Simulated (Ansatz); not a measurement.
**Energy landscape of BW2**

3 relaxations of BW2 ended in 3 distinct structures. Method: PBEsol (plane waves to 420 eV, PAW, scalar-relativistic; Ansatz, a quantum-chemistry and plane-wave program).

```csv
#,space group,Pearson,type,E − E(lowest) (eV/atom),V (Å³/atom),runs ending here
1,I4/mcm,tI12,–,0.00,12.13,1
2,Cmcm,oS24,–,0.37,13.07,1
3,P4₂/mnm,tP6,"AFLOW prototype A2B_tP6_136_f_a (C4, as in TiO2)",0.42,13.20,1
```

All are gapless at this level. I4/mcm, tI12 is the lowest among the structures calculated here.

```cif
data_B4W8
_chemical_formula_sum 'B4 W8'
_space_group_name_H-M_alt 'I4/mcm'
_space_group_IT_number 140
_space_group_name_Hall '-I 4 2c'
_cell_length_a 5.53688
_cell_length_b 5.53688
_cell_length_c 4.74988
_cell_angle_alpha 90.000
_cell_angle_beta 90.000
_cell_angle_gamma 90.000
loop_
_atom_site_label
_atom_site_type_symbol
_atom_site_symmetry_multiplicity
_atom_site_Wyckoff_symbol
_atom_site_fract_x
_atom_site_fract_y
_atom_site_fract_z
_atom_site_occupancy
B1 B 4 a 0.00000 0.00000 0.25000 1
W1 W 8 h 0.16988 0.33012 0.00000 1
```
(The calculation used a cell of 6 atoms; values per cell refer to that cell.)

Each run could gain symmetry but not lose that of its start, so entries can be saddle points. From databases, or of a type measured for this composition: I4/mcm, tI12; the others are generated cells (placed on structure types, drawn at random, substituted or restacked) that were not matched to a known phase here. Energies are at zero temperature and pressure, without zero-point motion. No spin polarisation in the result.
